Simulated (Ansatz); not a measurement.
Polymorphs of Sb, each relaxed with r²SCAN (plane waves, PAW; program Ansatz):

A: A7 (α-As type) (R-3m)
a = 4.3427 Å, b = 4.3427 Å, c = 11.6098 Å, α = 90.00°, β = 90.00°, γ = 120.00°

```csv
atom,site,symmetry,x,y,z
Sb,6c,3m,0.0000,0.0000,0.2687
```

B: simple cubic (Pm-3m)
a = b = c = 3.087 Å, α = β = γ = 90.00°

| atom | site | symmetry | x | y | z |
|---|---|---|---|---|---|
| Sb | 1a | m-3m | 0.0000 | 0.0000 | 0.0000 |

Task: Rank these by energy per atom at 0 K (lowest first), as r²SCAN gives it.

Result: A (+0 meV/atom), B (+49 meV/atom)

Not the usual ambient phase: B. All cells were relaxed under the symmetry of their starts (and spin orders); stability against distortions was not tested throughout. Spin–orbit coupling is left out wherever it is not named.

Energies hold the estimated change up to a 700 eV cutoff; steps of a few meV lie near the error of the meshes.

Potentials: the earlier of the program's two PAW sets.
